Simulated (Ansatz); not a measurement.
TiC: comparing deformations

Theory: DFT r2SCAN, scalar-relativistic, plane waves, PAW in Ansatz. The runs took a 500 eV cutoff, a Γ-centred 18×18×18 mesh and Gaussian smearing (0.15 eV). No spin polarisation. Energies are free energies at this smearing, counted from the undisturbed cell; pressure is positive in compression.

The starting cell (as given, not relaxed at this level; it stands at 0.0 GPa):

```
Ti C
1.0
     0.00000    2.16400    2.16400
     2.16400    0.00000    2.16400
     2.16400    2.16400    0.00000
Ti C
1 1
Cartesian
  0.0000 0.0000 0.0000
  2.1640 2.1640 2.1640
```

The cell is strained by ε times a Voigt pattern (xx, yy, zz, yz, xz, xy; engineering shear) with fractional coordinates fixed. τ = (1/V0) dE/dε comes from the stress tensor. Of each scan, only the three points used here are listed.

| pattern | ε | τ (GPa) |
| --- | --- | --- |
| (0, 0, 1, 0, 0, 0) | -0.0250 | -15.18 |
| (0, 0, 1, 0, 0, 0) | 0.0000 | 0.03 |
| (0, 0, 1, 0, 0, 0) | 0.0250 | 11.53 |
| (1, 1, 0, 0, 0, 0) | -0.0150 | -21.21 |
| (1, 1, 0, 0, 0, 0) | 0.0000 | 0.06 |
| (1, 1, 0, 0, 0, 0) | 0.0150 | 18.41 |
| (1, -1, 0, 0, 0, 0) | -0.0050 | -4.01 |
| (1, -1, 0, 0, 0, 0) | 0.0000 | 0.00 |
| (1, -1, 0, 0, 0, 0) | 0.0050 | 4.01 |
| (0, 0, 0, 0, 0, 1) | -0.0187 | -3.49 |
| (0, 0, 0, 0, 0, 1) | 0.0000 | 0.00 |
| (0, 0, 0, 0, 0, 1) | 0.0187 | 3.49 |

Q: Which constants do the scans give, and which deformation costs least for the same size of strain tensor?

A: The slope dτ/dε at zero (parabola through three points) is pᵀCp: (0, 0, 1, 0, 0, 0) gives C11 = 534 GPa; (1, 1, 0, 0, 0, 0) gives 2(C11 + C12) = 1321 GPa; (1, -1, 0, 0, 0, 0) gives 2(C11 − C12) = 803 GPa; (0, 0, 0, 0, 0, 1) gives C44 = 187 GPa. The size of the strain tensor, ε:ε, is ε² times 1.0, 2.0, 2.0, 0.5. Per unit of it the stiffnesses are 534, 660, 401, 373 GPa, so (0, 0, 0, 0, 0, 1) is the softest of these: at ε:ε = (1 %)² the quadratic term costs 1.18 meV/atom against 2.09 for the stiffest.

Q: What else follows for this cubic crystal?

A: From the unrounded slopes C11 = 534.2 and C12 = 126.0 GPa, so B = (C11 + 2 C12)/3 = 262 GPa and the Poisson ratio for a pull along a cube edge is C12/(C11 + C12) = 0.19. Symmetry also asks 2(C11 − C12) = 816 GPa, against 803 from its own scan.

Q: How anisotropic is this cubic crystal?

A: Zener's ratio 2 C44/(C11 − C12) = 0.93; it is 1 for an isotropic solid.

In a metal these slopes depend on the k mesh and the smearing.